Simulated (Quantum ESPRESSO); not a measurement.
Ag3WTi2Al2, one composition in several site orders

A calculation, not a measurement. The program is pw.x of Quantum ESPRESSO 7.5 (plane-wave density functional theory). The cell is made up: eight metal atoms on a hexagonal close-packed lattice, with elements, volume, strain and displacements drawn at random and not relaxed, so it may be unstable or far from any real phase. PseudoDojo standard norm-conserving files set the functional (PBE unless stated); there is no spin polarisation or spin-orbit coupling, the Fermi-Dirac width of 0.25 eV means electrons at about 2900 K, and the masses in the input are unused placeholders. Heavy elements are run without spin-orbit coupling, which real alloys of them have. A spin test at this wide smearing found no moment, but such smearing suppresses magnetism that the real alloy may have.

The runs put one composition on the sites in different orders. Cell, positions, cutoff, mesh and smearing stay as in the input of run 1; sites are counted in its order. Stress in the tables is positive in tension.

Input of run 1:

```
&control calculation='scf', pseudo_dir='./dojo.nc.sr.pbe.v0_5.standard.upf', outdir='./o', disk_io='minimal', tprnfor=.true., tstress=.true. /
&system ibrav=0, nat=8, ntyp=4, nbnd=63, ecutwfc=84.00895049, nosym=.true., tot_charge=0,
 occupations='smearing', smearing='fd', degauss=0.0183746611
/
&electrons conv_thr=1.470e-08, electron_maxstep=70, mixing_beta=0.5 /
ATOMIC_SPECIES
Ag 1.0 Ag.upf
Al 1.0 Al.upf
Ti 1.0 Ti.upf
W 1.0 W.upf
CELL_PARAMETERS angstrom
-0.011 -0.0091 -4.7234
-0.01 5.0223 0.0099
5.9591 -0.0115 0.0138
ATOMIC_POSITIONS angstrom
Ag 0.191 -0.0349 -0.0658
Ag 2.8963 0.0321 0.0612
W 1.3578 2.6033 -0.1499
Ti 4.4899 2.6155 -0.0298
Ti -0.0064 1.699 -2.311
Ag 2.9406 1.5898 -2.3324
Al 1.4596 4.0602 -2.2898
Al 4.4248 4.1232 -2.2
K_POINTS automatic
5 5 4 1 1 1
```

| run | elements on sites 1 to 8 | free energy less that of run 1 (eV) | -TS (eV) | pressure (GPa) | stress xx (GPa) | stress yy (GPa) | stress zz (GPa) | stress yz (GPa) | stress xz (GPa) | stress xy (GPa) | iterations |
| --- | --- | --- | --- | --- | --- | --- | --- | --- | --- | --- | --- |
| 1 | Ag Ag W Ti Ti Ag Al Al | 0.000 | -1.519 | -1.82 | 4.69 | -3.39 | 4.18 | 1.48 | 0.75 | 0.91 | 16 |
| 2 | Ti Al Ag Ag Al Ag Ti W | -0.167 | -1.516 | -2.63 | 7.04 | -1.34 | 2.18 | 2.29 | 0.72 | 1.47 | 15 |
| 3 | Ti Al Ti Al Ag Ag Ag W | 0.146 | -1.581 | -3.22 | 4.93 | 0.61 | 4.11 | 1.08 | 0.50 | 0.62 | 15 |
| 4 | Ag Ti Ag W Ti Ag Al Al | -0.293 | -1.521 | -3.60 | 3.11 | 3.40 | 4.29 | 0.44 | -0.49 | -1.79 | 16 |
| 5 | Ti Ag Ag Ti Ag Al Al W | -0.448 | -1.407 | -3.91 | 5.35 | 1.76 | 4.63 | -0.03 | 0.29 | 3.47 | 15 |
| 6 | W Ag Al Ti Ag Al Ti Ag | -0.351 | -1.496 | -3.34 | 4.60 | 4.20 | 1.21 | 1.78 | -0.55 | -0.03 | 16 |

Forces Fx Fy Fz (eV/Å):

| site | run 1 | run 2 | run 3 | run 4 | run 5 | run 6 |
| --- | --- | --- | --- | --- | --- | --- |
| 1 | -1.30 0.96 0.52 | -2.17 0.47 0.47 | -1.92 0.24 0.59 | -1.26 0.90 0.54 | -2.01 0.29 0.64 | -1.24 -0.04 0.62 |
| 2 | 0.79 -0.03 0.06 | 1.09 -0.46 0.04 | 0.96 -0.20 0.01 | 1.69 0.14 0.00 | 0.64 0.31 0.20 | 1.08 0.32 0.17 |
| 3 | -0.61 -1.11 1.13 | 0.74 -1.13 1.20 | 0.49 -0.54 1.56 | 1.11 -0.91 1.16 | 1.04 -0.67 1.00 | 0.29 -0.89 1.22 |
| 4 | 0.37 -0.65 0.80 | -0.33 -0.70 1.05 | -0.22 -0.16 0.63 | -0.71 -0.20 0.68 | -0.54 0.07 0.38 | 0.40 -0.04 0.85 |
| 5 | 0.38 0.06 -0.50 | -0.77 -0.61 -0.57 | -0.64 -0.57 -0.85 | -1.08 -0.21 -0.68 | -0.10 -0.46 -0.87 | -0.06 -0.52 -0.78 |
| 6 | 0.25 0.02 -0.29 | 0.07 -0.09 -0.22 | 0.30 0.02 -0.32 | 0.18 -0.01 -0.22 | 0.58 -0.09 -0.07 | 0.08 -0.07 -0.14 |
| 7 | 0.14 0.24 -1.03 | -0.05 1.28 -1.00 | 0.46 0.97 -1.21 | 0.19 0.39 -0.65 | 0.16 0.28 -0.89 | -0.51 0.62 -0.88 |
| 8 | -0.03 0.51 -0.69 | 1.40 1.24 -0.97 | 0.57 0.23 -0.41 | -0.12 -0.10 -0.82 | 0.24 0.26 -0.39 | -0.04 0.64 -1.05 |

The sites are displaced and not relaxed, so the energy differences mix bonding between neighbours with strain and are not ordering energies. A rerun of one cell of this series at a higher cutoff and on a denser mesh moved values by no more than 0.004 eV in energy, 0.04 GPa in stress and 0.003 eV/Å in force, and a second program with other atomic files agreed on that cell to 2 % rms in force and 0.5 GPa in pressure.